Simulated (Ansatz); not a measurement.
Property card for CdHgSe2

CdHgSe₂:
```yaml
crystal:
  lattice:
    - [4.32265, 0.00000, 0.00000]
    - [0.00000, 4.32265, 0.00000]
    - [0.00000, 0.00000, 6.09600]
  atoms:
    - { symbol: Cd, position: [0.50000, 0.50000, 0.50000] }
    - { symbol: Hg, position: [0.00000, 0.00000, 0.00000] }
    - { symbol: Se, position: [0.00000, 0.50000, 0.25278] }
    - { symbol: Se, position: [0.50000, 0.00000, 0.74722] }
```

Space group P-4m2 (No. 115); conventional cell a = 4.323 Å, b = 4.323 Å, c = 6.096 Å, α = 90.00°, β = 90.00°, γ = 90.00°.

Method: PBEsol in the plane-wave PAW code Ansatz. Structure relaxed to zero pressure with the same functional. Other levels are named where they apply.

Cell and energy:

- Volume per atom: 28.48 Å³
- Density: 6.87 g/cm³
- Formation energy from the elements (no fitted shifts): -0.38 eV/atom

Electronic structure:

- Electronic character: no gap, with almost no states at the Fermi level (zero-gap or semimetallic)
- Density of states at the Fermi level: 0.01 states/eV per atom (mean over ±0.08 eV)
- HSE06 gap on the PBEsol cell: 0.66 eV (a hybrid on a coarse mesh can open a false gap in a semimetal)
- Gap with spin–orbit coupling: none (metallic)

Mechanics:

- Bulk modulus (Birch–Murnaghan fit): 517 kbar
- Pressure derivative B′: 4.9

Phonons:

- Highest zone-centre frequency: 180 cm^-1
- Zone-centre stability: no imaginary mode at Γ

The workflow started from a Materials Project entry (that database holds measured and hypothetical structures alike); the Crystallography Open Database copy checked does not list it. With Cd and Hg taken as one species the cell has the higher symmetry F-43m, so it may be an ordered model of a mixed-site phase. Its standing as an ambient phase is unchecked. The cell was relaxed with PBEsol under the symmetry of its start. As this level gives no gap, phonon frequencies hold no LO–TO term and depend on the k-mesh and smearing (Fermi–Dirac, 0.1 eV here). The references are the lowest solids computed at this level, not always the standard phases. Scalar-relativistic: spin–orbit coupling is off unless named, which matters more the heavier the elements.

Potentials: the later of the program's two PAW sets.
